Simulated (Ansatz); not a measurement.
RbVN2:
```
RbVN2
1.0
   -2.82940     2.82940     4.03199
    2.82940    -2.82940     4.03199
    2.82940     2.82940    -4.03199
Rb V N
2 2 4
Cartesian
  2.82940   0.00000   2.01599
  0.00000   0.00000   4.03199
  0.00000   2.82940   2.01599
  0.00000   0.00000   0.00000
 -0.36201   1.41470   1.00800
 -1.41470   3.19141   3.02399
  0.36201   4.24410   1.00800
  1.41470   2.46739   3.02399
```

Relaxed with LDA. Special points in fractions of this cell's reciprocal vectors: Γ (0.000, 0.000, 0.000); X (0.000, 0.000, 0.500); P (0.250, 0.250, 0.250); N (0.000, 0.500, 0.000); M (0.500, 0.500, -0.500); S (0.373, 0.627, -0.373); S0 (-0.373, 0.373, 0.373); R (-0.246, 0.246, 0.500); G (0.500, 0.500, -0.246).

List the band energies nearest the valence-band maximum at these points for LDA (plane waves, PAW; program Ansatz).

In eV from the valence-band maximum; about four levels below and three above (degenerate sets whole), none deeper than 8.9 eV; points with the same levels are listed once.

| k | below | above |
|---|---|---|
| Γ | -2.26 -2.26 -0.43 0.00 0.00 | 0.94 1.00 1.48 |
| X | -2.52 -2.52 -0.88 -0.88 | 1.61 1.61 3.16 3.16 |
| P | -2.14 -2.14 -1.22 -1.22 | 1.96 1.96 2.86 2.86 |
| N | -2.49 -1.54 -1.54 -0.15 | 1.13 1.15 3.12 |
| M | -2.41 -2.41 -0.86 -0.86 | 1.56 1.56 3.09 3.09 |
| S | -2.30 -1.92 -1.52 -0.83 | 1.47 2.21 2.76 |
| R | -2.08 -2.08 -1.25 -1.25 | 1.95 1.95 2.84 2.84 |

Space group I-42d. The workflow started from a Materials Project entry (that database holds measured and hypothetical structures alike); the Crystallography Open Database copy checked does not list it. Its standing as an ambient phase is unchecked. Symmetry was held in the LDA relaxation; phonons on a q-mesh show weakly imaginary modes. The run is not spin-polarised. Spin–orbit coupling is left out wherever it is not named.

Potentials: the later of the program's two PAW sets.
